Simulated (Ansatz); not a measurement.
V:
```xyz
1
Lattice="-1.4983 1.4983 1.4983 1.4983 -1.4983 1.4983 1.4983 1.4983 -1.4983" Properties=species:S:1:pos:R:3 pbc="T T T"
V      0.0000     0.0000     0.0000
```

Relaxed with PBE.

### Question
Which orbitals make up the states near the Fermi level in PBE in the plane-wave PAW code Ansatz?

### Answer
Within 0.5 eV of the Fermi level: V 3d 87 %, V 4s 7 %, outside the projected shells 6 %. Projections are on Löwdin-orthogonalised atomic valence shells; empty p or d shells of many metals are not among them.

### Question
Tabulate the density of states.

### Answer
States/eV per cell of 1 atom, in 0.25 eV bins, energy from the Fermi level.

```csv
E (eV),total,V 3d,V 4s,V 3p
-6.70,0.00,0.00,0.00,0.00
-6.45,0.02,0.00,0.02,0.00
-6.20,0.04,0.00,0.04,0.00
-5.95,0.06,0.00,0.06,0.00
-5.70,0.07,0.00,0.07,0.00
-5.45,0.09,0.00,0.08,0.00
-5.20,0.10,0.00,0.09,0.00
-4.95,0.12,0.01,0.10,0.00
-4.70,0.13,0.01,0.12,0.00
-4.45,0.15,0.01,0.13,0.01
-4.20,0.17,0.02,0.14,0.01
-3.95,0.20,0.03,0.16,0.01
-3.70,0.25,0.05,0.18,0.01
-3.45,0.32,0.10,0.20,0.01
-3.20,0.60,0.32,0.26,0.01
-2.95,0.87,0.57,0.27,0.01
-2.70,1.04,0.76,0.25,0.01
-2.45,1.26,1.00,0.23,0.01
-2.20,1.56,1.31,0.20,0.02
-1.95,0.95,0.84,0.09,0.01
-1.70,0.75,0.68,0.04,0.01
-1.45,0.52,0.48,0.01,0.00
-1.20,2.19,2.10,0.01,0.02
-0.95,2.03,1.93,0.03,0.01
-0.70,1.89,1.74,0.06,0.01
-0.45,1.79,1.59,0.09,0.01
-0.20,2.30,1.99,0.17,0.02
0.05,1.69,1.48,0.12,0.01
0.30,1.21,1.06,0.07,0.01
0.55,0.53,0.42,0.04,0.00
0.80,0.48,0.40,0.03,0.00
1.05,0.52,0.46,0.02,0.00
1.30,0.66,0.61,0.01,0.00
1.55,1.08,1.05,0.01,0.00
1.80,1.46,1.44,0.01,0.00
2.05,1.98,1.96,0.01,0.00
2.30,2.26,2.23,0.01,0.00
2.55,2.49,2.47,0.01,0.00
2.80,3.62,3.56,0.04,0.00
3.05,1.83,1.72,0.08,0.00
3.30,1.30,1.18,0.08,0.00
3.55,1.14,1.03,0.08,0.00
3.80,0.86,0.75,0.08,0.00
4.05,0.47,0.36,0.09,0.00
4.30,0.41,0.27,0.10,0.00
4.55,0.37,0.21,0.11,0.00
4.80,0.36,0.18,0.11,0.00
```

Space group Im-3m (bcc (W type)). The cell was relaxed with PBE under the symmetry of its start. The run is not spin-polarised.

Potentials: the earlier of the program's two PAW sets.
